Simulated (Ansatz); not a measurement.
An elastic tensor (GPa, Voigt order, standard axes) from plane-wave PAW LDA (Ansatz code):

```
 280  19.7  19.7   0.0   0.0   0.0
19.7   280  19.7   0.0   0.0   0.0
19.7  19.7   280   0.0   0.0   0.0
 0.0   0.0   0.0  18.0   0.0   0.0
 0.0   0.0   0.0   0.0  18.0   0.0
 0.0   0.0   0.0   0.0   0.0  18.0
```

Task: Which compound is it?
A) ScF3, ReO3 type
B) Rh, fcc (Cu type)
C) Na, bcc (W type)

Result: A, ScF3, ReO3 type

Space group Pm-3m (ReO3 type). The first step of the workflow began from a Materials Project structure, measured or hypothetical; the Crystallography Open Database files this formula in space group No. 221, but the cells were not matched. Its standing as an ambient phase is unchecked. The LDA relaxation kept the symmetry of its start; phonons on a q-mesh show weakly imaginary modes. No spin polarisation was allowed.

Potentials: the earlier of the program's two PAW sets.
